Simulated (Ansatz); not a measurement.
Here is an unrelaxed guess for Ca2YFeC6N6.

```cif
data_structure
_symmetry_space_group_name_H-M 'P 1'
_symmetry_Int_Tables_number 1
_cell_length_a 7.5208
_cell_length_b 7.5208
_cell_length_c 7.5208
_cell_angle_alpha 60.000
_cell_angle_beta 60.000
_cell_angle_gamma 60.000
_cell_volume 300.80
loop_
_atom_site_label
_atom_site_type_symbol
_atom_site_fract_x
_atom_site_fract_y
_atom_site_fract_z
_atom_site_occupancy
Ca1 Ca 0.25000 0.25000 0.25000 1
Ca2 Ca 0.75000 0.75000 0.75000 1
Y1 Y 0.50000 0.50000 0.50000 1
Fe1 Fe 0.00000 0.00000 0.00000 1
C1 C 0.81779 0.18221 0.18221 1
C2 C 0.18221 0.81779 0.18221 1
C3 C 0.18221 0.18221 0.81779 1
C4 C 0.18221 0.81779 0.81779 1
C5 C 0.81779 0.18221 0.81779 1
C6 C 0.81779 0.81779 0.18221 1
N1 N 0.70778 0.29222 0.29222 1
N2 N 0.29222 0.70778 0.29222 1
N3 N 0.29222 0.29222 0.70778 1
N4 N 0.29222 0.70778 0.70778 1
N5 N 0.70778 0.29222 0.70778 1
N6 N 0.70778 0.70778 0.29222 1
```

All numbers below come from Ansatz, DFT PBE, scalar-relativistic, plane waves, PAW. Plane waves to 420 eV, a k mesh through Γ of 4×4×4 on the computed 16-atom cell and Gaussian smearing (0.10 eV); collinear spin from starting moments 0.0 0.0 0.0 4.0 0.0 0.0 0.0 0.0 0.0 0.0 0.0 0.0 0.0 0.0 0.0 0.0 μB.

Formation energies are uncorrected and refer to the elements' standard structures at the same level (N₂ as a molecule).

**Question.** What does a single point on this coarse mesh give?

**Answer.** The pressure is 4.7 GPa (it wants to expand), the largest force is 2.29 eV/Å, and the energy is +0.08 eV/atom against the elements. The shortest distance is 1.17 Å.

**Question.** How much does it gain on relaxing, and where does it end?

**Answer.** Relaxing gains under 0.1 eV/atom (the start's value is from the coarse mesh, so the gain is rough) in 9 ionic steps and ends at +0.02 eV/atom on the finer mesh. The symmetry stays Fm-3m (No. 225). The volume per atom grows by 6.5 %, from 18.8 to 20.0 Å³. The shortest distance goes from 1.17 Å (C–N) to 1.18 Å (C–N). Conventional cell: a = 10.861 Å. Ca is surrounded by 12 N at 3.86 Å and 12 C at 3.93 Å (long contacts); Y has 6 N at 2.37 Å; Fe is surrounded by 6 C at 1.88 Å; C is surrounded by 1 N at 1.18 Å, 1 Fe at 1.88 Å, 4 C at 2.65 Å, 1 Y at 3.56 Å, 4 N at 3.59 Å, 1 C at 3.75 Å and 4 Ca at 3.93 Å; N has 1 C at 1.18 Å, 1 Y at 2.37 Å, 1 Fe at 3.06 Å, 4 N at 3.36 Å, 4 C at 3.59 Å and 4 Ca at 3.86 Å.

The last run used collinear spin, a 6×6×6 mesh for its 16-atom cell and Gaussian smearing of 0.10 eV. For metals, differences of a few meV/atom aren't resolved. The reference form of C is held partly by dispersion forces, which this level lacks. The magnetic state reached may not be the lowest. The relaxation can't lower the symmetry of the start. A structure relaxed within its symmetry needn't be a true minimum.
